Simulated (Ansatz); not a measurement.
Here is the system:

Starting cell, GaP (zinc blende):

```yaml
crystal:
  lattice:
    - [0.00000, 5.45173, 5.45173]
    - [2.72587, 0.00000, 2.72587]
    - [2.72587, 2.72587, 0.00000]
  atoms:
    - { symbol: P, position: [0.37500, 0.75000, 0.75000] }
    - { symbol: P, position: [0.87500, 0.75000, 0.75000] }
    - { symbol: Ga, position: [0.00000, 0.00000, 0.00000] }
    - { symbol: Ga, position: [0.50000, 0.00000, 0.00000] }
```

A phonon eigenvector at L = (0.5, 0.0, 0.0) is frozen into this cell: atom i moves by Q times the vector below, so Q is the largest atomic displacement, in Å. The cell is held. (q is in reciprocal vectors of the primitive cell; the cell shown is doubled to hold the pattern.)

```csv
atom,x,y,z
P1,0.099,-0.099,-0.099
P2,-0.099,0.099,0.099
Ga3,0.577,-0.577,-0.577
Ga4,-0.577,0.577,0.577
```

Calculation: r2SCAN (plane waves to 500 eV, PAW, scalar-relativistic; Ansatz, a quantum-chemistry and plane-wave program). k mesh 5×10×10 (Γ-centred), Fermi-Dirac smearing 0.05 eV. E stands for the smeared free energy. GaP was relaxed with its symmetry unable to fall. The PAW data are Ansatz's earlier set. ΔE is measured from the undisplaced structure.

The scan covers Q from -0.280 to 0.280 Å in 13 points.

Task: Which space group does the distorted structure have?

Result: R3m (No. 160), lowered from F-43m.

Task: Is this a single well or a double well?

Result: A single well with its minimum at or next to zero displacement.

Task: What is the energy change at Q = 0.280 Å?

Result: 1115 meV/cell.

Task: What harmonic wavenumber does the curvature at Q = 0 give?

Result: 234 cm⁻¹.

(For displaced atoms, the force is minus the slope of the energy, and its curvature is a force constant, which sets phonon frequencies.)
